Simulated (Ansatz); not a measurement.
MgS: axial (c/a) deformation path

Level of theory: Ansatz, DFT PBEsol, scalar-relativistic, plane waves, PAW. Settings: plane waves to 420 eV, k-mesh 9×9×4 (Γ-centred), Gaussian smearing 0.05 eV. No spin polarisation. Energies are free energies at this smearing, counted from the undisturbed cell; pressure is positive in compression.

Reference structure (as given, not relaxed at this level; it stands at -0.3 GPa; this wurtzite form isn't the usual structure):

```
Mg S
1.0
     4.03462    0.00000    0.00000
    -2.01731    3.49409    0.00000
     0.00000    0.00000    6.43229
Mg S
2 2
Direct
  0.66667 0.33333 0.49575
  0.33333 0.66667 0.99575
  0.33333 0.66667 0.37924
  0.66667 0.33333 0.87924
```

At fixed volume and fractional coordinates, lengths along (0.000, 0.000, 1.000) are scaled against those across it; ρ is that ratio over its starting value.

```tsv
ρ	ΔE (meV/atom)
0.850	131.9
0.920	30.9
0.960	6.5
1.000	0.0
1.050	11.8
1.100	40.6
1.200	134.0
```

Problem. Predict the pressure (GPa) at each point.

Solution.
```
    ρ  pressure (GPa)
0.850             1.7
0.920             0.1
0.960            -0.3
1.000            -0.3
1.050             0.0
1.100             0.6
1.200             2.5
```